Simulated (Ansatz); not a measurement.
TiTe2 (CdI2 type)

```xyz
3
Lattice="3.6973 0.0000 0.0000 -1.8487 3.2020 0.0000 0.0000 0.0000 6.3840" Properties=species:S:1:pos:R:3 pbc="T T T"
Ti     0.0000     0.0000     0.0000
Te     0.0000     2.1346     1.7307
Te     1.8487     1.0673     4.6533
```

E(V) scan at fixed shape, V₀ the volume above. The atoms relax within the cell's symmetry.

These are PBE-D3(BJ) (plane waves to 420 eV, PAW, scalar-relativistic; Ansatz, an electronic-structure program) values and carry that method's errors. k mesh 15×15×8 (Γ-centred), Fermi-Dirac smearing 0.05 eV. The energy includes the smearing's −TS. Compression counts positive. With the shape held, the modulus is that of even scaling; a crystal free to change shape is softer. Spin-orbit coupling is left out, though Te is heavy. TiTe2 is run without spin polarisation. TiTe2 was relaxed with its symmetry unable to fall. The zero of ΔE is the relaxed starting cell. The last digit holds for this mesh only.

```csv
V (Å³/atom),ΔE (meV/atom)
21.162,126.4
21.968,74.3
22.774,38.4
23.580,15.7
24.387,3.6
25.193,0.0
25.999,3.1
26.805,11.7
27.611,24.5
28.417,withheld
29.224,59.7
```

### Question
Fit a third-order Birch-Murnaghan form (E₀, V₀, B₀, B₀′ free) to the given rows and predict ΔE at V = 28.417.

### Answer
Least squares on the 10 given rows: ΔE = E₀ + (9V₀B₀/16)·y²·[2 + (B₀′ − 4)y], y = (V₀/V)^(2/3) − 1, with V₀ = 25.193 Å³/atom, B₀ = 41.94 GPa (160.2 GPa = 1 eV/Å³; the term in eV is multiplied by 1000), B₀′ = 5.97, E₀ = -0.02 meV/atom; root-mean-square residual 0.04 meV/atom. At 28.417 the fit gives 40.8 meV/atom; the calculation gives 40.8 meV/atom, the same to the digits shown. For the pressure the fit gives -3.5 GPa against the computed -3.5 GPa.

(Under strain, the slope of the energy per volume gives the stress and its curvature an elastic modulus.)
